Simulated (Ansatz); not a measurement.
TePt:
```yaml
crystal:
  lattice:
    - [3.42753, 0.00000, 0.00000]
    - [0.00000, 3.42753, 0.00000]
    - [0.00000, 0.00000, 3.42753]
  atoms:
    - { symbol: Pt, position: [0.00000, 0.00000, 0.00000] }
    - { symbol: Te, position: [0.50000, 0.50000, 0.50000] }
```

Relaxed with r²SCAN. Special points in fractions of this cell's reciprocal vectors: Γ (0.000, 0.000, 0.000); X (0.000, 0.500, 0.000); M (0.500, 0.500, 0.000); R (0.500, 0.500, 0.500).

Question: List the band energies nearest the Fermi level at these points for r²SCAN with spin–orbit coupling in the plane-wave PAW code Ansatz.

Answer: In eV from the Fermi level; about four levels below and three above (degenerate sets whole), none deeper than 8.9 eV; points with the same levels are listed once.

| k | below | above |
|---|---|---|
| Γ | -1.12 -1.12 -1.12 -1.12 | 0.85 0.85 7.38 7.38 7.38 7.38 |
| X | -2.51 -2.51 -1.82 -1.82 | 2.07 2.07 3.00 3.00 |
| M | -1.42 -1.42 -0.42 -0.42 | 0.77 0.77 8.18 8.18 |
| R | -1.99 -1.99 -1.99 -1.99 | 0.36 0.36 1.25 1.25 1.25 1.25 |

Space group Pm-3m (CsCl type). The start of the workflow was typed in or built on a structure type; neither database checked (COD, Materials Project) lists it. COD files the formula under space group No. 166, 194, so this cell is another polymorph or a model. Whether it is the stable phase at ambient conditions was not checked. The cell was relaxed with r²SCAN under the symmetry of its start; whether a distortion lowers the energy is not shown. No spin polarisation was allowed. Its formation energy is positive at this level, so the cell may be metastable or incomplete.

Potentials: the earlier of the program's two PAW sets.
